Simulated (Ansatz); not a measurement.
Al$_{2}$O$_{3}$ (corundum)

```
CELL_PARAMETERS angstrom
      2.40399     1.38794     4.37387
     -2.40399     1.38794     4.37387
      0.00000    -2.77589     4.37387
ATOMIC_POSITIONS crystal
  Al 0.35213 0.35213 0.35213
  Al 0.14787 0.14787 0.14787
  Al 0.64787 0.64787 0.64787
  Al 0.85213 0.85213 0.85213
  O  0.55616 0.94384 0.25000
  O  0.25000 0.55616 0.94384
  O  0.94384 0.25000 0.55616
  O  0.44384 0.05616 0.75000
  O  0.75000 0.44384 0.05616
  O  0.05616 0.75000 0.44384
```

The slice is a (1 -1 0 2) plane (indices of the conventional cell) through the point (0.352, 0.352, 0.352) (fractional), spanned by u = [1 0 -1] and v = [010] in vectors of this cell: u (4.81 Å) and v (5.18 Å, at 90° to u). It covers one period; positions are fractions (u, v).

The numbers are results of PBE (plane waves to 420 eV, PAW, scalar-relativistic; Ansatz, a program for electronic structure), not measurements. k mesh 8×8×8. These are valence fields of a PAW run, semicore shells included where kept as valence: close to a nucleus they are smooth pseudo fields. Al2O3 was relaxed with its symmetry unable to fall. The PAW data are Ansatz's earlier set.

Question: Predict the map of the electron localisation function (ELF) on the slice.

Answer: 
| v \ u | 0.00 | 0.12 | 0.23 | 0.35 | 0.46 | 0.58 | 0.69 | 0.81 | 0.92 |
|---|---|---|---|---|---|---|---|---|---|
| 0.86 | 0.15 | 0.54 | 0.22 | 0.04 | 0.05 | 0.52 | 0.76 | 0.68 | 0.14 |
| 0.71 | 0.60 | 0.80 | 0.80 | 0.53 | 0.13 | 0.74 | 0.79 | 0.48 | 0.10 |
| 0.57 | 0.68 | 0.83 | 0.82 | 0.70 | 0.01 | 0.05 | 0.18 | 0.06 | 0.14 |
| 0.43 | 0.05 | 0.17 | 0.13 | 0.09 | 0.01 | 0.03 | 0.44 | 0.47 | 0.15 |
| 0.29 | 0.29 | 0.07 | 0.58 | 0.80 | 0.65 | 0.12 | 0.67 | 0.81 | 0.71 |
| 0.14 | 0.13 | 0.48 | 0.83 | x | 0.82 | 0.15 | 0.19 | 0.61 | 0.60 |
| 0.00 | x | 0.05 | 0.56 | 0.71 | 0.52 | 0.06 | 0.10 | 0.11 | x |

Values: electron localisation function (ELF). Points within 0.4 Å of a nucleus are blanked (x), as the pseudised field means little there.
